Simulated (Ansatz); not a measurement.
CdTe:
```cif
data_CdTe
_chemical_formula_sum 'Cd1 Te1'
_space_group_name_H-M_alt 'Pm-3m'
_space_group_IT_number 221
_space_group_name_Hall '-P 4 2 3'
_cell_length_a 3.78615
_cell_length_b 3.78615
_cell_length_c 3.78615
_cell_angle_alpha 90.000
_cell_angle_beta 90.000
_cell_angle_gamma 90.000
loop_
_atom_site_label
_atom_site_type_symbol
_atom_site_symmetry_multiplicity
_atom_site_Wyckoff_symbol
_atom_site_fract_x
_atom_site_fract_y
_atom_site_fract_z
_atom_site_occupancy
Cd1 Cd 1 a 0.00000 0.00000 0.00000 1
Te1 Te 1 b 0.50000 0.50000 0.50000 1
```

Relaxed with PBE.

Which orbitals make up the states near the Fermi level in PBE in the plane-wave PAW code Ansatz?

Within 0.5 eV of the Fermi level: Te 5p 72 %, Cd 5s 21 %. Projections are on Löwdin-orthogonalised atomic valence shells; empty p or d shells of many metals are not among them.

Tabulate the density of states.

States/eV per cell of 2 atoms, in 0.25 eV bins, energy from the Fermi level.

| E (eV) | total | Te 5p | Cd 5s | Te 5s |
|---|---|---|---|---|
| -7.85 | 0.24 | 0.00 | 0.00 | 0.04 |
| -7.60 | 0.00 | 0.00 | 0.00 | 0.00 |
| -7.35 | 0.00 | 0.00 | 0.00 | 0.00 |
| -7.10 | 0.00 | 0.00 | 0.00 | 0.00 |
| -6.85 | 0.00 | 0.00 | 0.00 | 0.00 |
| -6.60 | 0.00 | 0.00 | 0.00 | 0.00 |
| -6.35 | 0.00 | 0.00 | 0.00 | 0.00 |
| -6.10 | 0.00 | 0.00 | 0.00 | 0.00 |
| -5.85 | 0.04 | 0.02 | 0.01 | 0.00 |
| -5.60 | 0.35 | 0.20 | 0.12 | 0.00 |
| -5.35 | 0.53 | 0.31 | 0.18 | 0.01 |
| -5.10 | 0.67 | 0.40 | 0.22 | 0.02 |
| -4.85 | 0.83 | 0.51 | 0.26 | 0.03 |
| -4.60 | 1.09 | 0.67 | 0.32 | 0.05 |
| -4.35 | 1.41 | 0.88 | 0.41 | 0.08 |
| -4.10 | 1.23 | 0.78 | 0.33 | 0.08 |
| -3.85 | 0.98 | 0.69 | 0.20 | 0.06 |
| -3.60 | 0.85 | 0.66 | 0.11 | 0.04 |
| -3.35 | 0.87 | 0.72 | 0.08 | 0.03 |
| -3.10 | 0.91 | 0.77 | 0.05 | 0.03 |
| -2.85 | 1.15 | 1.00 | 0.04 | 0.03 |
| -2.60 | 1.22 | 1.07 | 0.04 | 0.03 |
| -2.35 | 0.81 | 0.71 | 0.03 | 0.02 |
| -2.10 | 0.85 | 0.75 | 0.03 | 0.02 |
| -1.85 | 0.92 | 0.80 | 0.05 | 0.02 |
| -1.60 | 1.05 | 0.85 | 0.12 | 0.01 |
| -1.35 | 1.13 | 0.87 | 0.17 | 0.01 |
| -1.10 | 1.24 | 0.96 | 0.19 | 0.01 |
| -0.85 | 1.42 | 1.09 | 0.22 | 0.01 |
| -0.60 | 1.44 | 1.08 | 0.25 | 0.01 |
| -0.35 | 1.59 | 1.12 | 0.36 | 0.00 |
| -0.10 | 1.63 | 1.15 | 0.38 | 0.00 |
| 0.15 | 1.53 | 1.17 | 0.28 | 0.00 |
| 0.40 | 1.18 | 0.86 | 0.26 | 0.00 |
| 0.65 | 0.68 | 0.36 | 0.26 | 0.00 |
| 0.90 | 0.48 | 0.18 | 0.24 | 0.01 |
| 1.15 | 0.52 | 0.18 | 0.24 | 0.01 |
| 1.40 | 0.61 | 0.20 | 0.24 | 0.01 |
| 1.65 | 0.68 | 0.22 | 0.25 | 0.01 |
| 1.90 | 0.82 | 0.26 | 0.29 | 0.01 |
| 2.15 | 1.12 | 0.39 | 0.40 | 0.01 |
| 2.40 | 1.06 | 0.36 | 0.35 | 0.01 |
| 2.65 | 0.46 | 0.06 | 0.06 | 0.00 |
| 2.90 | 0.40 | 0.02 | 0.02 | 0.00 |
| 3.15 | 0.43 | 0.02 | 0.01 | 0.00 |
| 3.40 | 0.52 | 0.02 | 0.02 | 0.00 |
| 3.65 | 0.64 | 0.03 | 0.02 | 0.00 |
| 3.90 | 0.92 | 0.04 | 0.02 | 0.00 |
| 4.15 | 1.49 | 0.06 | 0.03 | 0.00 |
| 4.40 | 1.53 | 0.07 | 0.04 | 0.00 |
| 4.65 | 1.16 | 0.05 | 0.02 | 0.00 |

The start of the workflow was typed in or built on a structure type; neither database checked (COD, Materials Project) lists it. It is not the phase usual at ambient conditions (space group No. 216). The cell was relaxed with PBE under the symmetry of its start; whether a distortion lowers the energy is not shown. The volume moved by 18 % from the start of the relaxation. Spin–orbit coupling is left out wherever it is not named.

Potentials: the earlier of the program's two PAW sets.
